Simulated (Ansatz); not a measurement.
Computed with DFT PBE+D3(BJ), scalar-relativistic, plane waves, PAW in Ansatz.

Structure of I:

```
I
1.0
     3.67192   -2.24053    0.00000
     3.67192    2.24053    0.00000
     0.00000    0.00000    9.65213
I
4
Direct
  0.82886 0.17114 0.87757
  0.32886 0.67114 0.62243
  0.17114 0.82886 0.12243
  0.67114 0.32886 0.37757
```

Settings: cutoff 420 eV, Γ-centred mesh 8×8×4 on the computed 4-atom cell, Gaussian smearing of 0.02 eV; no spin polarisation.

Levels along Γ–Y–F0 | Δ0–Γ–Z–B0 | G0–T–Y | Γ–S–R–Z–T, in eV from a zero inside the gap, sorted by energy at each point. Points in fractions of the primitive reciprocal vectors: Γ (0.000 0.000 0.000), Y (0.500 0.500 0.000), F0 (0.343 0.657 0.000), Δ0 (-0.343 0.343 0.000), Z (0.000 0.000 0.500), B0 (-0.343 0.343 0.500), G0 (0.343 0.657 0.500), T (0.500 0.500 0.500), S (0.000 0.500 0.000), R (0.000 0.500 0.500).
| point | k (1/Å, with 2π) | band 31 | band 32 | band 33 | band 34 | band 35 | band 36 | band 37 |
| --- | --- | --- | --- | --- | --- | --- | --- | --- |
| Γ | 0.000 | -1.36 | -1.24 | -0.82 | -0.45 | 0.70 | 1.48 | 4.38 |
| - | 0.428 | -1.72 | -1.62 | -1.36 | -0.71 | 0.60 | 1.32 | 4.61 |
| Y | 0.856 | -2.21 | -2.04 | -1.49 | -0.91 | 0.50 | 1.16 | 4.23 |
| - | 1.076 | -2.71 | -1.34 | -0.95 | -0.90 | 0.44 | 0.95 | 4.75 |
| F0 | 1.296 | -2.38 | -1.56 | -1.46 | -0.87 | 1.18 | 1.29 | 5.94 |
| Δ0 | 1.296 | -2.38 | -1.56 | -1.46 | -0.87 | 1.18 | 1.29 | 5.94 |
| - | 1.777 | -1.37 | -1.35 | -1.24 | -0.91 | 1.32 | 1.52 | 5.88 |
| Γ | 2.258 | -1.36 | -1.24 | -0.82 | -0.45 | 0.70 | 1.48 | 4.38 |
| - | 2.421 | -1.44 | -1.22 | -0.73 | -0.49 | 0.65 | 1.23 | 4.62 |
| Z | 2.583 | -1.23 | -1.23 | -0.59 | -0.59 | 0.79 | 0.79 | 5.20 |
| - | 3.064 | -1.05 | -1.05 | -0.98 | -0.98 | 1.23 | 1.23 | 6.13 |
| B0 | 3.545 | -1.46 | -1.46 | -1.06 | -1.06 | 1.08 | 1.08 | 6.30 |
| G0 | 3.545 | -1.46 | -1.46 | -1.06 | -1.06 | 1.08 | 1.08 | 6.30 |
| - | 3.765 | -1.76 | -1.76 | -1.62 | -1.62 | 0.98 | 0.98 | 5.66 |
| T | 3.985 | -1.68 | -1.68 | -1.59 | -1.59 | 0.56 | 0.56 | 5.26 |
| - | 4.148 | -2.34 | -1.79 | -1.51 | -1.14 | 0.44 | 0.94 | 4.51 |
| Y | 4.311 | -2.21 | -2.04 | -1.49 | -0.91 | 0.50 | 1.16 | 4.23 |
| Γ | 4.311 | -1.36 | -1.24 | -0.82 | -0.45 | 0.70 | 1.48 | 4.38 |
| - | 4.721 | -1.18 | -1.10 | -0.90 | -0.80 | 0.86 | 1.24 | 5.41 |
| S | 5.132 | -2.01 | -2.01 | -1.25 | -1.25 | 1.74 | 1.74 | 4.77 |
| - | 5.295 | -1.56 | -1.56 | -1.02 | -1.02 | 1.36 | 1.36 | 4.94 |
| R | 5.458 | -1.44 | -1.44 | -0.42 | -0.42 | 0.80 | 0.80 | 5.24 |
| - | 5.868 | -1.41 | -1.41 | -0.99 | -0.99 | 1.33 | 1.33 | 5.62 |
| Z | 6.279 | -1.23 | -1.23 | -0.59 | -0.59 | 0.79 | 0.79 | 5.20 |
| - | 6.707 | -1.50 | -1.50 | -1.03 | -1.03 | 0.73 | 0.73 | 5.46 |
| T | 7.135 | -1.68 | -1.68 | -1.59 | -1.59 | 0.56 | 0.56 | 5.26 |

Spin-orbit coupling is left out, which matters for the bands of heavy elements.

Cost: 1 run of about 1.2 core-minutes, on AMD EPYC 9R14 (Zen 4) (shared hosts).